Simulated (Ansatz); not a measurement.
FeAs₂:
```cif
data_As4Fe2
_chemical_formula_sum 'Fe2 As4'
_space_group_name_H-M_alt 'Pnnm'
_space_group_IT_number 58
_space_group_name_Hall '-P 2 2n'
_cell_length_a 5.24952
_cell_length_b 5.96601
_cell_length_c 2.87314
_cell_angle_alpha 90.000
_cell_angle_beta 90.000
_cell_angle_gamma 90.000
loop_
_atom_site_label
_atom_site_type_symbol
_atom_site_symmetry_multiplicity
_atom_site_Wyckoff_symbol
_atom_site_fract_x
_atom_site_fract_y
_atom_site_fract_z
_atom_site_occupancy
Fe1 Fe 2 a 0.00000 0.00000 0.00000 1
As1 As 4 g 0.17867 0.36305 0.00000 1
```

Relaxed with r²SCAN.

### Question
Which orbitals make up the states near the band edges in plane-wave PAW r²SCAN (Ansatz code)?

### Answer
Top 1 eV of the valence band: Fe 3d 77 %, As 4p 19 %. Bottom 1 eV of the conduction band: Fe 3d 71 %, As 4p 24 %. Projections are on Löwdin-orthogonalised atomic valence shells; empty p or d shells of many metals are not among them.

### Question
Tabulate the density of states.

### Answer
States/eV per cell of 6 atoms, in 0.25 eV bins, energy from the valence-band maximum.

| E (eV) | total | As 4p | Fe 3d | As 4s |
|---|---|---|---|---|
| -7.85 | 0.00 | 0.00 | 0.00 | 0.00 |
| -7.60 | 0.00 | 0.00 | 0.00 | 0.00 |
| -7.35 | 0.00 | 0.00 | 0.00 | 0.00 |
| -7.10 | 0.00 | 0.00 | 0.00 | 0.00 |
| -6.85 | 0.00 | 0.00 | 0.00 | 0.00 |
| -6.60 | 0.01 | 0.01 | 0.00 | 0.00 |
| -6.35 | 0.58 | 0.47 | 0.05 | 0.02 |
| -6.10 | 1.87 | 1.49 | 0.18 | 0.07 |
| -5.85 | 1.99 | 1.59 | 0.20 | 0.08 |
| -5.60 | 2.24 | 1.75 | 0.24 | 0.11 |
| -5.35 | 2.80 | 2.14 | 0.33 | 0.16 |
| -5.10 | 3.20 | 2.39 | 0.43 | 0.19 |
| -4.85 | 2.56 | 1.81 | 0.42 | 0.18 |
| -4.60 | 2.54 | 1.76 | 0.46 | 0.17 |
| -4.35 | 2.68 | 1.82 | 0.56 | 0.16 |
| -4.10 | 2.37 | 1.52 | 0.58 | 0.16 |
| -3.85 | 2.51 | 1.56 | 0.66 | 0.17 |
| -3.60 | 2.50 | 1.56 | 0.67 | 0.15 |
| -3.35 | 3.05 | 1.83 | 0.95 | 0.14 |
| -3.10 | 3.74 | 2.14 | 1.32 | 0.12 |
| -2.85 | 4.99 | 2.58 | 2.12 | 0.13 |
| -2.60 | 5.63 | 2.86 | 2.45 | 0.14 |
| -2.35 | 5.76 | 3.12 | 2.31 | 0.13 |
| -2.10 | 4.98 | 2.47 | 2.21 | 0.13 |
| -1.85 | 4.64 | 2.19 | 2.17 | 0.12 |
| -1.60 | 4.65 | 1.81 | 2.57 | 0.10 |
| -1.35 | 6.34 | 1.76 | 4.31 | 0.09 |
| -1.10 | 10.76 | 2.21 | 8.14 | 0.13 |
| -0.85 | 9.04 | 1.61 | 7.08 | 0.10 |
| -0.60 | 6.29 | 1.40 | 4.66 | 0.07 |
| -0.35 | 9.80 | 1.79 | 7.71 | 0.08 |
| -0.10 | 4.48 | 0.89 | 3.45 | 0.04 |
| 0.15 | 0.00 | 0.00 | 0.00 | 0.00 |
| 0.40 | 0.00 | 0.00 | 0.00 | 0.00 |
| 0.65 | 0.92 | 0.17 | 0.73 | 0.01 |
| 0.90 | 4.44 | 0.80 | 3.50 | 0.09 |
| 1.15 | 2.83 | 0.79 | 1.90 | 0.10 |
| 1.40 | 1.28 | 0.52 | 0.64 | 0.10 |
| 1.65 | 1.42 | 0.54 | 0.69 | 0.16 |
| 1.90 | 2.33 | 0.79 | 1.17 | 0.31 |
| 2.15 | 4.18 | 1.45 | 2.11 | 0.49 |
| 2.40 | 5.24 | 2.18 | 2.33 | 0.52 |
| 2.65 | 3.22 | 1.61 | 1.20 | 0.26 |
| 2.90 | 3.21 | 1.74 | 1.05 | 0.22 |
| 3.15 | 3.41 | 1.92 | 1.02 | 0.19 |
| 3.40 | 2.83 | 1.70 | 0.72 | 0.16 |
| 3.65 | 2.96 | 1.88 | 0.66 | 0.17 |
| 3.90 | 2.60 | 1.74 | 0.49 | 0.15 |
| 4.15 | 2.57 | 1.83 | 0.39 | 0.13 |
| 4.40 | 2.54 | 1.89 | 0.33 | 0.11 |
| 4.65 | 3.23 | 2.38 | 0.43 | 0.13 |
| 4.90 | 4.34 | 3.20 | 0.57 | 0.15 |
| 5.15 | 4.31 | 3.21 | 0.54 | 0.14 |
| 5.40 | 2.54 | 1.96 | 0.30 | 0.08 |

The workflow started from a Materials Project entry (that database holds measured and hypothetical structures alike); the Crystallography Open Database files this formula in space group No. 58, but the cells were not matched. Its standing as an ambient phase is unchecked. The r²SCAN relaxation kept the symmetry of its start; whether a distortion lowers the energy is not shown. The run is not spin-polarised. Spin–orbit coupling is left out wherever it is not named.

Potentials: the later of the program's two PAW sets.
